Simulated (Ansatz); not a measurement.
SrTe:
```cif
data_SrTe
_chemical_formula_sum 'Sr1 Te1'
_space_group_name_H-M_alt 'P 1'
_space_group_IT_number 1
_cell_length_a 4.74174
_cell_length_b 4.74174
_cell_length_c 4.74174
_cell_angle_alpha 60.000
_cell_angle_beta 60.000
_cell_angle_gamma 60.000
loop_
_space_group_symop_operation_xyz
  'x, y, z'
loop_
_atom_site_label
_atom_site_type_symbol
_atom_site_fract_x
_atom_site_fract_y
_atom_site_fract_z
_atom_site_occupancy
Sr1 Sr 0.00000 0.00000 0.00000 1
Te1 Te 0.50000 0.50000 0.50000 1
```

Relaxed with r²SCAN.

### Question
Tabulate the valence density and the electron localisation function along the shortest Sr–Te contact (3.35 Å), r²SCAN (plane waves, PAW; program Ansatz).

### Answer


| distance from Sr (Å) | density (e/Å³) | ELF |
|---|---|---|
| 0.34 | 2.49 | 0.41 |
| 0.50 | 2.71 | 0.76 |
| 0.67 | 2.05 | 0.86 |
| 0.84 | 1.17 | 0.86 |
| 1.01 | 0.56 | 0.72 |
| 1.17 | 0.26 | 0.32 |
| 1.34 | 0.15 | 0.09 |
| 1.51 | 0.12 | 0.12 |
| 1.68 | 0.14 | 0.37 |
| 1.84 | 0.20 | 0.68 |
| 2.01 | 0.28 | 0.75 |
| 2.18 | 0.41 | 0.69 |
| 2.35 | 0.61 | 0.57 |
| 2.51 | 1.00 | 0.47 |
| 2.68 | 2.60 | 0.31 |
| 2.85 | 6.33 | 0.10 |
| 3.02 | 11.39 | 0.01 |

The density is the valence pseudo-density with augmentation charge, so density and ELF within about 1 Å of a nucleus are not all-electron values.

Space group Fm-3m (rock salt). The cell was relaxed with r²SCAN under the symmetry of its start. Scalar-relativistic: spin–orbit coupling is off unless named, which matters more the heavier the elements.

Potentials: the later of the program's two PAW sets.
